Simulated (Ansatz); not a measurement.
# HfF5: start and end of a relaxation

The guess for HfF5 was made by a generator: random cell by space group and Wyckoff sites (Cmmm, No. 65). Lengths were set from tabulated atomic sizes, so they are only a guess.

start.xyz

```xyz
6
Lattice="2.6502 -2.8090 0.0000 2.6502 2.8090 0.0000 0.0000 0.0000 6.0227" Properties=species:S:1:pos:R:3 pbc="T T T"
Hf    2.6502    0.0000    3.0113
F     4.6404    0.0000    1.2827
F     0.6600    0.0000    1.2827
F     0.6600    0.0000    4.7400
F     4.6404    0.0000    4.7400
F     0.0000    0.0000    3.0113
```

These are results of DFT PBE, scalar-relativistic, plane waves, PAW in Ansatz, not measurements. Cutoff 420 eV, Gaussian smearing, Γ-centred meshes. Cell and atoms relax first on a coarse mesh and then on a finer one. In between, the cell is made exact in the group found at 0.06 Å. In metals the finer mesh still leaves noise of several meV/atom or more. The steps can't lower the symmetry of their start. No spin polarisation.

end.xyz

```xyz
6
Lattice="2.0865 -5.5311 0.0000 2.0865 5.5311 0.0000 0.0000 0.0000 5.1144" Properties=species:S:1:pos:R:3 pbc="T T T"
Hf    2.0865    0.0000    2.5572
F     2.0865    1.4591    3.9089
F     2.0865   -1.4591    3.9089
F     2.0865   -1.4591    1.2055
F     2.0865    1.4591    1.2055
F     0.0000    0.0000    2.5572
```

The symmetry stays Cmmm (No. 65). The volume per atom grows by 31.6 %, from 14.9 to 19.7 Å³. The shortest distance goes from 1.32 Å (F–F) to 1.99 Å (Hf–F). The energy falls by about 3.8 eV/atom (the start's value is from the coarse mesh). The end is written in a standard setting, so origin, axes and order of atoms can differ from the start's.

```yaml
Volume_per_atom: 19.7 Å³
Density: 3.8 g/cm³
Formation_energy: −2.86 eV/atom
Gap_on_the_10×10×8_mesh_of_the_6-atom_cell: 0 eV (a metal)
```

Energies over the elements count from the elements' standard structures at the same level (F₂ as a molecule), with no fitted energy shifts. Whether it is stable depends on the other phases of the system, which aren't compared here.

The last run used Gaussian smearing of 0.10 eV. Weakly bound directions are ill-defined at this level, which has no dispersion term. Spin–orbit coupling, which can matter for Hf, is left out. An odd number of electrons in the primitive cell allows no gap without spin; a larger cell or a magnetic state could open one. The cell is a metal run without spin; a magnetic state may lie lower. Symmetry constrained the relaxation, so the result can be a saddle point. In all, the 3 runs took 14 min on 1 thread of Intel(R) Xeon(R) Platinum 8259CL CPU @ 2.50GHz (Skylake/Cascade Lake), on a shared host.
